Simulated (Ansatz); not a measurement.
Here is the system:

SnPt₃ (Cu3Au type, Pm-3m), a = b = c = 4.0252 Å, α = β = γ = 90.00°.

This is the r²SCAN-relaxed structure.

Question: All from r²SCAN (plane waves, PAW; program Ansatz), unless another level is named. Estimate the density of states at the Fermi level.

Answer: 0.32 states/eV per atom (mean over ±0.08 eV).

Question: What about the formation energy from the elements (no fitted shifts)?

Answer: -0.40 eV/atom.

The workflow started from a Materials Project entry (that database holds measured and hypothetical structures alike); the Crystallography Open Database files this formula in space group No. 221, but the cells were not matched. Whether it is the stable phase at ambient conditions was not checked. Symmetry was held in the r²SCAN relaxation; whether a distortion lowers the energy is not shown. No spin polarisation was allowed. The references are the lowest solids computed at this level, not always the standard phases. Scalar-relativistic: spin–orbit coupling is off unless named, which matters more the heavier the elements.

Potentials: the later of the program's two PAW sets.
